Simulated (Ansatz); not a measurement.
A relaxed structure of BaF2. Space group Pnma (No. 62), AFLOW prototype A2B_oP12_62_2c_c (C23, as in PbCl2). Computed with PBEsol (plane waves to 420 eV, PAW, scalar-relativistic; Ansatz, a program for electronic structure).

```cif
data_Ba4F8
_chemical_formula_sum 'F8 Ba4'
_space_group_name_H-M_alt 'Pnma'
_space_group_IT_number 62
_space_group_name_Hall '-P 2ac 2n'
_cell_length_a 6.64273
_cell_length_b 4.01341
_cell_length_c 7.85709
_cell_angle_alpha 90.000
_cell_angle_beta 90.000
_cell_angle_gamma 90.000
loop_
_atom_site_label
_atom_site_type_symbol
_atom_site_symmetry_multiplicity
_atom_site_Wyckoff_symbol
_atom_site_fract_x
_atom_site_fract_y
_atom_site_fract_z
_atom_site_occupancy
F1 F 4 c 0.35875 0.25000 0.42977 1
F2 F 4 c 0.02782 0.75000 0.33291 1
Ba1 Ba 4 c 0.24985 0.25000 0.11452 1
```

```json
{
 "volume_per_atom": "17.46 Å³",
 "density": "5.56 g/cm³",
 "band_gap": "7.06 eV, direct at Γ (no spin-orbit coupling)",
 "shortest_distances": "Ba–F 2.58 Å; F–F 2.96 Å",
 "k-mesh": "4×7×4"
}
```

Band energies at high-symmetry points (eV from the VBM; labels of this space group; no spin-orbit coupling), from −5 eV up to 9.3 eV:

| point | energies |
|---|---|
| Γ | -1.53 -1.53 -1.50 -1.48 -1.44 -1.43 -1.33 -1.21 -1.16 -1.03 -0.94 -0.89 -0.80 -0.79 -0.61 -0.55 -0.50 -0.47 -0.39 -0.37 -0.20 -0.06 -0.06 0.00 7.06 7.12 7.91 8.35 8.63 8.64 8.93 9.02 |
| X | -1.59 -1.59 -1.54 -1.54 -1.54 -1.54 -1.27 -1.27 -0.85 -0.85 -0.77 -0.77 -0.75 -0.75 -0.68 -0.68 -0.50 -0.50 -0.41 -0.41 -0.31 -0.31 -0.10 -0.10 7.84 7.84 8.14 8.14 8.41 8.41 9.14 9.14 |
| S | -1.77 -1.77 -1.77 -1.77 -1.29 -1.29 -1.29 -1.29 -0.66 -0.66 -0.66 -0.66 -0.43 -0.43 -0.43 -0.43 -0.26 -0.26 -0.26 -0.26 -0.23 -0.23 -0.23 -0.23 8.54 8.54 8.54 8.54 9.13 9.13 9.13 9.13 |
| Y | -1.84 -1.84 -1.37 -1.37 -1.15 -1.15 -0.93 -0.93 -0.91 -0.91 -0.64 -0.64 -0.64 -0.64 -0.50 -0.50 -0.47 -0.47 -0.33 -0.33 -0.26 -0.26 -0.13 -0.13 8.12 8.12 8.62 8.62 8.83 8.83 8.98 8.98 |
| Z | -1.61 -1.61 -1.43 -1.43 -1.29 -1.29 -1.27 -1.27 -1.12 -1.12 -0.91 -0.91 -0.78 -0.78 -0.53 -0.53 -0.48 -0.48 -0.41 -0.41 -0.20 -0.20 -0.12 -0.12 7.67 7.67 8.07 8.07 8.28 8.28 9.19 9.19 |
| U | -1.53 -1.53 -1.49 -1.49 -1.42 -1.42 -1.18 -1.18 -1.04 -1.04 -0.97 -0.97 -0.75 -0.75 -0.63 -0.63 -0.55 -0.55 -0.38 -0.38 -0.20 -0.20 -0.19 -0.19 8.06 8.06 8.34 8.34 8.64 8.64 8.70 8.70 |
| R | -1.64 -1.64 -1.64 -1.64 -1.16 -1.16 -1.16 -1.16 -0.83 -0.83 -0.83 -0.83 -0.55 -0.55 -0.55 -0.55 -0.32 -0.32 -0.32 -0.32 -0.14 -0.14 -0.14 -0.14 8.40 8.40 8.40 8.40 8.98 8.98 8.98 8.98 |
| T | -1.66 -1.66 -1.36 -1.36 -1.14 -1.14 -0.84 -0.84 -0.83 -0.83 -0.78 -0.78 -0.66 -0.66 -0.59 -0.59 -0.37 -0.37 -0.36 -0.36 -0.33 -0.33 -0.24 -0.24 7.99 7.99 8.27 8.27 9.02 9.02 9.12 9.12 |

No spin polarisation in the result.

The run could not lose the symmetry of its start.

The first start was generated by placing the elements on the sites of a structure type. Materials Project lists a structure of BaF2 in the same space group, Pnma (No. 62); the sites were not compared with it, nor with measured phases. Known forms of BaF2 include space group No. 225.
